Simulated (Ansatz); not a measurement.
LiNi$_{2}$P$_{2}$ in space group I4/mmm (No. 139; Li on 2a, P on 4e, Ni on 4d), plane-wave PAW r²SCAN (Ansatz code), all energies at zero smearing, with the estimated change up to a 700 eV cutoff added, with one set of potentials and settings (totals compare only within such a set). Cell of 5 atoms (1 Li, 2 P, 2 Ni): -13417.294 eV.

| element | reference phase | E (eV/atom) |
|---|---|---|
| Li | Fm-3m, 1 atoms in the cell | -205.1371 |
| P | Cmce, 4 atoms in the cell | -759.1646 |
| Ni | Fm-3m, 1 atoms in the cell, spin-polarised | -5845.2912 |

Formation energy per atom, worked out: (-13417.294 − 1×(-205.1371) − 2×(-759.1646) − 2×(-5845.2912))/5 = -0.649 eV/atom (-63 kJ per mol of atoms), at 0 K, without zero-point energy or fitted corrections.

The workflow started from an entry of the Crystallography Open Database (COD). Its standing as an ambient phase is unchecked. The cell was relaxed with r²SCAN under the symmetry of its start; its stability against distortions is not shown here. The workflow began spin-polarised and lost its moments. The references are the lowest solids computed at this level, not always the standard phases.

Potentials: the later of the program's two PAW sets.
